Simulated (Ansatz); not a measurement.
Ansatz input

```yaml
crystal:
  lattice:
    - [-1.6495575914, 1.6495575914, 1.6495575914]
    - [1.6495575914, -1.6495575914, 1.6495575914]
    - [1.6495575914, 1.6495575914, -1.6495575914]
  atoms:
    - { symbol: Ti, position: [0.0, 0.0, 0.0] }
hamiltonian:
  xc: r2scan
  pseudopotentials:
    kind: paw
    azcp:
      Ti: "pseudopotentials/Ti.paw.azcp"
basis:
  ecutwfc: 500
  fft_grid_basis: typed
kpoints:
  mp_grid: { grid: [15, 15, 15], shift: [0, 0, 0] }
magnetization:
  spin_polarized: false
scf:
  occupations: { method: fermi_dirac, width: 0.1 }
  lower_state_search: "off"
output:
  stress: true
```

Terminal output

```
Engine: ansatz 0.2.0, x86_64-unknown-linux-gnu
Pseudopotentials: kind: paw
Pseudopotential: Ti, paw, valence charge 12, recommended cutoff 500 eV (meta_gga) 
Functional definition: r2SCAN
  parameter k0 = 0.174
  parameter k1 = 0.065
  parameter a1 = 4.9479
  exchange = r2scan_x(k0 = k0, k1 = k1, a1 = a1)
  correlation = r2scan_c
Crystal: 1 atoms, lattice volume = 17.954 Å³
Basis set: ecut = 500 eV, 459 PW (Γ), exchange–correlation on 96×96×96 points (64 copies of the dense FFT grid, shifted against one another)
Bands: 10, of which v1, the nominal top of the filled ones, is band 6 counted from 1 (5 counted from 0)
Symmetry: 48 space group operations
Space group: Im-3m (ITA 229), of the structure as read, at distance tolerance 2.6e-5 Å
k-points: 120 of 3375
Non-local potential: Ti, projectors of the file, l = 0: 3, l = 1: 2, l = 2: 3, l = 3: 1
PAW form: soft (Blöchl's): semilocal exchange-correlation on the pseudo side does not see the compensation charge
PAW frozen core: Ti, regenerated for the run's functional (the file was generated under x = pbe(κ = 0.804, μ = 0.2195149727645171), c = pbe(β = 0.06672455060314922))
PAW one-centre angular grid: Ti, 590 points (default); XC on 160 Gauss nodes
Initial density: superposition of atomic densities (neutral atoms: chi_scale 0, normalization atom), corrected by the library's trained network
Initial wavefunctions: pseudopotential atomic-orbital guess
Functional: x = r2scan, c = r2scan; τ floored in thin density (d = 2e-4 eV/Å³)
SCF iter   1: F=-2504.239725 eV  HF=-2504.243967 eV  |F-HF|=4.24e-3  |Δ(HF+E_count)|=         —  Δρ=1.46e-2  dr2=3.41e-2  dr2_τ=5.93e-3  ethr=1.77e-3  ⟨swp⟩=4.5  Hψ=6595  notcnv=0
SCF iter   2: F=-2504.259138 eV  HF=-2504.261148 eV  |F-HF|=2.01e-3  |Δ(HF+E_count)|=   1.72e-2  Δρ=5.09e-3  dr2=3.38e-3  dr2_τ=8.05e-4  ethr=2.84e-4  ⟨swp⟩=2.7  Hψ=3193  notcnv=0
SCF iter   3: F=-2504.260827 eV  HF=-2504.260445 eV  |F-HF|=3.82e-4  |Δ(HF+E_count)|=   7.04e-4  Δρ=1.90e-3  dr2=2.23e-4  dr2_τ=6.31e-5  ethr=2.82e-5  ⟨swp⟩=3.0  Hψ=2384  notcnv=0
SCF iter   4: F=-2504.260872 eV  HF=-2504.260860 eV  |F-HF|=1.23e-5  |Δ(HF+E_count)|=   4.15e-4  Δρ=3.40e-4  dr2=1.31e-5  dr2_τ=9.70e-7  ethr=1.86e-6  ⟨swp⟩=2.0  Hψ=1863  notcnv=0
SCF iter   5: F=-2504.260876 eV  HF=-2504.260876 eV  |F-HF|=6.12e-7  |Δ(HF+E_count)|=   1.61e-5  Δρ=6.77e-5  dr2=4.45e-7  dr2_τ=1.39e-8  ethr=1.09e-7  ⟨swp⟩=2.5  Hψ=1811  notcnv=0
SCF iter   6: F=-2504.260877 eV  HF=-2504.260877 eV  |F-HF|=2.77e-9  |Δ(HF+E_count)|=   7.16e-7  Δρ=5.25e-6  dr2=2.59e-9  dr2_τ=1.93e-10  ethr=8.33e-10  ⟨swp⟩=4.1  Hψ=3482  notcnv=0
SCF 1 converged in 6 iterations: F = -2504.260877 eV  dr2 = 2.59e-9
SCF converged after 6 iterations
Free energy (F): -2504.260877 eV
Harris-Foulkes:  -2504.260877 eV  (|F-HF|=2.77e-9)
Internal energy: -2504.184058 eV  (E = F + TS)
E sigma→0 (E₀):  -2504.222467 eV
Entropy (-TS):   -0.076819 eV (-76.819 meV/atom)
Fermi energy:    12.624423 eV
--- Per-component energies (eV) ---
  E_band       = -176.837807
  E_kinetic    = 271.622996
  E_local      = -827.617709  (includes V_loc(G=0)·N_el)
  E_nonlocal   = 7.488157
  E_hartree    = 337.369938
  E_xc         = -92.449907
  E_vxc        = -132.147414  (∫ρ·V_xc dr)
  E_paw        = -1056.684698  (= ΣΔE_a)
  E_vpaw       = -180.036483  (= ΣTr[D̂ρ^β])
  E_aug_tail   = 0.000101  (compensation charges beyond the density's cutoff)
  E_vtau       = 9.113449  (kinetic-family band-sum trace: ∫τ·v_τ [+ j·A + Jᵃ·Aᵃ] dr)
  E_ewald      = -1143.659478
  E_core_change = -0.253457  (= ΣΔE_core)
  E_smearing   = -0.076819  (= −TS)
  E_closure    = -0.000000  (closes the sum)
  Σ components = -2504.260877   (vs F -2504.260877, Δ=0.00e0)
--- Stress (GPa, compression-positive) ---
       -4.053767      -0.000000       0.000000
       -0.000000      -4.053767      -0.000000
       -0.000000       0.000000      -4.053767
  P = ⅓ Tr σ = -4.0538 GPa (-40.538 kbar)
```

Launched by

```sh
ansatz run input.yaml --threads 1 --pin off --max-ram 3584MiB --backend cpu --events-out ev --progress --plain --runs-dir out
```

On 1 thread of Intel(R) Xeon(R) Platinum 8259CL CPU @ 2.50GHz (Skylake/Cascade Lake) (shared host) this took about 6 s of wall time and 5.9 s of CPU time.
